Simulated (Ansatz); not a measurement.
Ta3N5:
Space group Cmcm (No. 63); a = 3.8728 Å, b = 10.2603 Å, c = 10.2956 Å, α = β = γ = 90.00°

```
atom  site  symmetry       x       y       z
----  ----  --------  ------  ------  ------
Ta      4c       m2m  0.0000  0.1968  0.2500
Ta      8f       m..  0.0000  0.1333  0.5600
N       8f       m..  0.0000  0.0470  0.1188
N       8f       m..  0.0000  0.3079  0.0741
N       4c       m2m  0.0000  0.2370  0.7500
```
(The calculation used a cell of 16 atoms; values per cell refer to that cell.)

Relaxed with r²SCAN.

### Question
Tabulate the valence density and the electron localisation function along the shortest Ta–N contact (1.95 Å), the program Ansatz at the r²SCAN level (PAW).

### Answer


```tsv
distance from Ta (Å)	density (e/Å³)	ELF
0.19	3.82	0.13
0.29	4.34	0.33
0.39	4.51	0.54
0.49	4.21	0.66
0.58	3.54	0.69
0.68	2.71	0.62
0.78	1.94	0.47
0.88	1.37	0.34
0.97	1.09	0.32
1.07	1.07	0.46
1.17	1.24	0.67
1.27	1.57	0.80
1.36	2.05	0.82
1.46	2.66	0.78
1.56	3.28	0.66
1.65	3.69	0.43
1.75	3.76	0.19
```

The density is the valence pseudo-density with augmentation charge, so density and ELF within about 1 Å of a nucleus are not all-electron values.

The workflow started from a Materials Project entry (that database holds measured and hypothetical structures alike); the Crystallography Open Database files this formula in space group No. 63, but the cells were not matched. Whether it is the stable phase at ambient conditions was not checked. The cell was relaxed with r²SCAN under the symmetry of its start; its stability against distortions is not shown here. No spin polarisation was allowed. Spin–orbit coupling is left out wherever it is not named.

Potentials: the later of the program's two PAW sets.
